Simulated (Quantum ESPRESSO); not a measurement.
# Ti2TaO5F3: convergence and cost over cutoff and k mesh

A calculation, not a measurement. The program is pw.x of Quantum ESPRESSO 7.5 (plane-wave density functional theory). The cell is made up: 11 atoms on a fluorite lattice with one site empty, with randomly drawn elements, strain and displacements, not relaxed. PseudoDojo standard norm-conserving files (v0.5 for PBE, v0.4.1 for LDA and PBEsol) set the functional; there is no spin polarisation, spin-orbit coupling or dispersion term, and the masses in the input are unused placeholders.

Input of the run in row 4:

```
&control calculation='scf', pseudo_dir='./dojo.nc.sr.pbe.v0_5.standard.upf', outdir='./o', disk_io='low', tprnfor=.true., tstress=.true. /
&system ibrav=0, nat=11, ntyp=4, nbnd=50, ecutwfc=84.00895049, nosym=.true., tot_charge=0,
 occupations='smearing', smearing='fd', degauss=0.0018374661
/
&electrons conv_thr=7.350e-09, electron_maxstep=60, /
ATOMIC_SPECIES
F 1.0 F.upf
O 1.0 O.upf
Ta 1.0 Ta.upf
Ti 1.0 Ti.upf
CELL_PARAMETERS angstrom
4.8495 0.0 0.0
0.0 4.8495 0.0
0.0 0.0 4.8495
ATOMIC_POSITIONS angstrom
Ti 0.0393 0.0222 -0.0124
Ta 0.0446 2.4594 2.3556
Ti 2.3987 0.0393 2.487
O 1.1864 1.1335 1.1738
O 1.1905 1.2198 3.5869
O 1.1832 3.6628 1.2598
F 1.2368 3.6144 3.6049
F 3.622 1.1985 1.237
F 3.608 1.2168 3.6209
O 3.5766 3.6479 1.157
O 3.6452 3.649 3.6288
K_POINTS automatic
5 5 5 1 1 1
```

The same cell was run at these settings. Meshes are shifted by half a step, and differences are from the last row, which is itself not exact.

| cutoff (eV) | k mesh | k points solved | threshold (eV) | free energy less the last row's (eV) | pressure (GPa) | largest stress difference (GPa) | largest force difference (eV/Å) | iterations | wall time (s) | k-point pools | processor |
| --- | --- | --- | --- | --- | --- | --- | --- | --- | --- | --- | --- |
| 800 | 2 x 2 x 2 | 4 | 1e-04 | 1.400 | -19.31 | 18.37 | 0.117 | 17 | 24 | 4 | Intel Xeon, older |
| 1143 | 1 x 1 x 1 | 1 | 1e-07 | -3.058 | -7.03 | 6.15 | 0.775 | 20 | 37 | 4 | Intel Xeon, older |
| 723 | 5 x 5 x 5 | 63 | 1e-07 | 4.538 | -38.43 | 37.33 | 0.117 | 22 | 212 | 4 | Intel Xeon, older |
| 1143 | 5 x 5 x 5 | 63 | 1e-07 | 0.002 | -1.18 | 0.05 | 0.006 | 23 | 376 | 4 | Intel Xeon, older |
| 1437 | 7 x 7 x 7 | 172 | 1e-07 | 0.000 | -1.15 | 0.00 | 0.000 | 22 | 1405 | 4 | Intel Xeon, older |

Each pool is one process. Wall times include start-up and a band step at six k points, which weighs most on the coarsest meshes. The runs were on shared virtual cores whose load varied, so times are rough.